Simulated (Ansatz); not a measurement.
Here is the system:

Relaxed SnO2 (rutile):

```
SnO2
1.0
    4.82756     0.00000     0.00000
    0.00000     4.82756     0.00000
    0.00000     0.00000     3.23791
Sn O
2 4
Direct
  0.00000   0.00000   0.00000
  0.50000   0.50000   0.50000
  0.30660   0.30660   0.00000
  0.80660   0.19340   0.50000
  0.19340   0.80660   0.50000
  0.69340   0.69340   0.00000
```

Scan: atom 5 (O, nearest neighbour Sn at 2.089 Å; its periodic images, 3.2 Å or more away, move with it) is displaced along Cartesian [110], direction (0.707, 0.707, 0.000) in Cartesian axes, by s. The other atoms stay.

Level of theory: PBE (plane waves to 420 eV, PAW, scalar-relativistic; Ansatz, a first-principles code). k mesh 6×6×8 (Γ-centred), Fermi-Dirac smearing 0.05 eV. The energy includes the smearing's −TS. SnO2 was relaxed with its symmetry unable to fall. The PAW data are Ansatz's earlier set. The zero of ΔE is the undisplaced structure.

The scan covers s from -0.630 to 0.630 Å in 11 points.

Is the energy the same for equal positive and negative displacements?

Even: the same for both signs. With its periodic images moving along, the atom's site symmetry in this cell is mm2.

What force acts on the atom along the line at s = -0.630 Å?

2.91 eV/Å.

What is the force constant k = d²E/ds² of this move at s = 0?

3.54 eV/Å².

(For displaced atoms, the force is minus the slope of the energy, and its curvature is a force constant, which sets phonon frequencies.)
